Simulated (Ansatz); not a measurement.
MgO:
```yaml
crystal:
  lattice:
    - [3.25808, 0.00000, 0.00000]
    - [-1.62904, 2.82158, 0.00000]
    - [0.00000, 0.00000, 15.49679]
  atoms:
    - { symbol: Mg, position: [0.33333, 0.66667, 0.64802] }
    - { symbol: Mg, position: [0.33333, 0.66667, 0.97923] }
    - { symbol: Mg, position: [0.00000, 0.00000, 0.81363] }
    - { symbol: Mg, position: [0.00000, 0.00000, 0.48184] }
    - { symbol: Mg, position: [0.00000, 0.00000, 0.14744] }
    - { symbol: Mg, position: [0.66667, 0.33333, 0.31363] }
    - { symbol: O, position: [0.33333, 0.66667, 0.85176] }
    - { symbol: O, position: [0.33333, 0.66667, 0.52051] }
    - { symbol: O, position: [0.00000, 0.00000, 0.01863] }
    - { symbol: O, position: [0.00000, 0.00000, 0.68616] }
    - { symbol: O, position: [0.00000, 0.00000, 0.35303] }
    - { symbol: O, position: [0.66667, 0.33333, 0.18612] }
```

Relaxed with r²SCAN. Independent-particle spectrum: no excitons, no local fields, no scissors shift; 0.1 eV broadening; ε₁ of the summed bands alone.

Question: Tabulate the dielectric function from r²SCAN in the plane-wave PAW code Ansatz.

Answer: 

```tsv
E (eV)	ε₁ xx	ε₂ xx	ε₁ zz	ε₂ zz
0.0	2.65	0.00	2.69	0.00
0.5	2.66	0.00	2.69	0.00
1.0	2.67	0.00	2.71	0.00
1.5	2.70	0.00	2.74	0.00
2.0	2.74	0.00	2.78	0.00
2.5	2.80	0.00	2.84	0.00
3.0	2.88	0.00	2.93	0.00
3.5	2.99	0.00	3.06	0.00
4.0	3.18	0.00	3.30	0.00
4.5	3.66	0.21	3.67	0.49
5.0	3.56	0.74	3.52	0.80
5.5	3.43	0.94	3.38	0.97
6.0	3.35	1.08	3.32	1.09
6.5	3.32	1.20	3.31	1.20
7.0	3.33	1.33	3.37	1.32
7.5	3.44	1.50	3.55	1.51
8.0	3.75	1.97	4.00	2.38
8.5	3.40	3.01	2.79	2.88
9.0	2.17	3.15	2.00	3.11
9.5	1.54	3.06	1.63	2.40
10.0	1.08	2.28	1.37	2.64
10.5	0.97	1.77	1.46	1.68
11.0	1.62	1.41	2.06	2.07
11.5	1.76	2.28	0.81	3.34
12.0	1.47	2.09	0.47	1.62
```

Question: From ε at 4.8 eV (xx: 3.63 + 0.59i), find n, k, the normal reflectivity and the absorption coefficient.

Answer: n = 1.91, k = 0.154, R = 10 %, α = 2kE/ħc = 75000 cm⁻¹.

With all bands, ε∞ without local fields is 2.81 (xx = yy), 2.84 (zz). DFPT, with local fields, gives 2.81 (xx = yy), 2.86 (zz).

Space group P3m1. The workflow started from a Materials Project entry (that database holds measured and hypothetical structures alike); the Crystallography Open Database copy checked does not list it. It is not the phase usual at ambient conditions (space group No. 225). The r²SCAN relaxation kept the symmetry of its start; its stability against distortions is not shown here.

Potentials: the earlier of the program's two PAW sets.
